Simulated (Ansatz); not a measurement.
Space group Im-3m (No. 229). a = 6.284 Å, b = 6.284 Å, c = 6.284 Å, α = 90.00°, β = 90.00°, γ = 90.00°
```tsv
atom	site	symmetry	x	y	z
Hg	8c	.-3m	0.2500	0.2500	0.2500
Pt	2a	m-3m	0.0000	0.0000	0.0000
```

Equation of state of this Hg4Pt structure (not necessarily the ground state), with shape and atoms relaxed at each volume where symmetry leaves them free. It has no gap at any of these volumes. All numbers below come from DFT r2SCAN, scalar-relativistic, plane waves, PAW in Ansatz 0.2.0.

Plane waves to 500 eV, a k mesh through Γ of 8×8×8 on the computed 5-atom cell and Gaussian smearing (0.10 eV); no spin polarisation.

```tsv
V (Å³/atom)	E − E(largest V) (meV/atom)	P (GPa)
21.841	66.48	14.10
22.585	12.11	9.45
23.330	-22.65	5.64
24.074	-41.40	2.53
24.819	-47.07	0.00
25.564	-42.12	-2.06
26.308	-28.54	-3.72
27.301	0.00	-5.36
```

**Question.** Fit a third-order Birch–Murnaghan equation to E(V).

**Answer.** V0 = 24.82 Å³/atom, B0 = 76 GPa, B0' = 5.9.

Spin-orbit coupling is left out, which matters for the bands of heavy elements.

Cost: 8 runs of about 5.4 core-minutes in all, on Arm Neoverse V1 (shared hosts).